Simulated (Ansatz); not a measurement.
## NbZn₃, first-principles data

NbZn3:
```xyz
4
Lattice="3.9015 0.0000 0.0000 0.0000 3.9015 0.0000 0.0000 0.0000 3.9015" Properties=species:S:1:pos:R:3 pbc="T T T"
Zn     0.0000     1.9507     1.9507
Zn     1.9507     0.0000     1.9507
Zn     1.9507     1.9507     0.0000
Nb     0.0000     0.0000     0.0000
```

Space group Pm-3m (No. 221), Cu3Au type; conventional cell a = b = c = 3.901 Å, α = β = γ = 90.00°.

Method: the program Ansatz at the r²SCAN level (PAW). Structure relaxed to zero pressure with the same functional. Other levels are named where they apply.

**Cell and energy**

```yaml
volume_per_atom: 14.85 Å³
density: 8.08 g/cm³
Formation energy from the elements (no fitted shifts): -0.20 eV/atom
```

**Electronic structure**

```yaml
electronic_character: metallic (no gap)
Density of states at the Fermi level: 0.33 states/eV per atom (mean over ±0.08 eV)
Gap with spin–orbit coupling: none (metallic)
```

**Mechanics**

```yaml
Bulk modulus (Birch–Murnaghan fit): 136 GPa
Pressure derivative B′: 4.6
```

**Charges**

```yaml
bader_charges: Zn -0.28, Nb +0.84 e
```

The workflow started from an entry of the Crystallography Open Database (COD). Whether it is the stable phase at ambient conditions was not checked. The cell was relaxed with r²SCAN under the symmetry of its start; whether a distortion lowers the energy is not shown. No spin polarisation was allowed. The references are the lowest solids computed at this level, not always the standard phases. Scalar-relativistic: spin–orbit coupling is off unless named, which matters more the heavier the elements.

Potentials: the later of the program's two PAW sets.
